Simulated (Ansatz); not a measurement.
Ag₂S:
```yaml
crystal:
  lattice:
    - [2.32197, -3.38190, 0.00000]
    - [2.32197, 3.38190, 0.00000]
    - [0.00000, 0.00000, 6.97601]
  atoms:
    - { symbol: Ag, position: [0.12322, 0.87678, 0.75000] }
    - { symbol: Ag, position: [0.87678, 0.12322, 0.25000] }
    - { symbol: Ag, position: [0.50000, 0.50000, 0.50000] }
    - { symbol: Ag, position: [0.50000, 0.50000, 0.00000] }
    - { symbol: S, position: [0.73923, 0.26077, 0.75000] }
    - { symbol: S, position: [0.26077, 0.73923, 0.25000] }
```

Relaxed with LDA.

### Question
Give the optical modes at the zone centre with their infrared activity from DFPT, DFT-LDA in the program Ansatz with PAW potentials.

### Answer
Transverse frequencies, without the LO–TO term; a row sums one degenerate level.

| ω (cm⁻¹) | degeneracy | IR ((D/Å)²/amu) | activity | symmetry |
|---|---|---|---|---|
| 39 | 1 | 0.73 | IR | B1u |
| 40 | 1 | 0.00 | IR-inactive | B3g |
| 40 | 1 | 0.01 | IR | B1u |
| 44 | 1 | 0.00 | IR-inactive | B1g |
| 45 | 1 | 0.00 | IR-inactive | Au |
| 54 | 1 | 0.07 | IR | B2u |
| 59 | 1 | 0.82 | IR | B3u |
| 61 | 1 | 0.00 | IR-inactive | Ag |
| 115 | 1 | 1.03 | IR | B2u |
| 246 | 1 | 0.00 | IR-inactive | Ag |
| 262 | 1 | 6.75 | IR | B3u |
| 264 | 1 | 0.00 | IR-inactive | B3g |
| 269 | 1 | 0.00 | IR-inactive | B1g |
| 291 | 1 | 3.80 | IR | B1u |
| 298 | 1 | 4.42 | IR | B2u |

### Question
How high does the top mode go among those that the LO–TO term moves?

### Answer
280 cm⁻¹ for q along x, 310 cm⁻¹ for q along y, 303 cm⁻¹ for q along z.

Space group Cmcm. The workflow started from a Materials Project entry (that database holds measured and hypothetical structures alike); the Crystallography Open Database copy checked does not list it. COD files the formula under space group No. 4, 14, so this cell is another polymorph or a model. Its standing as an ambient phase is unchecked. Symmetry was held in the LDA relaxation; phonons on a q-mesh show no instability. No spin polarisation was allowed.

Potentials: the later of the program's two PAW sets.
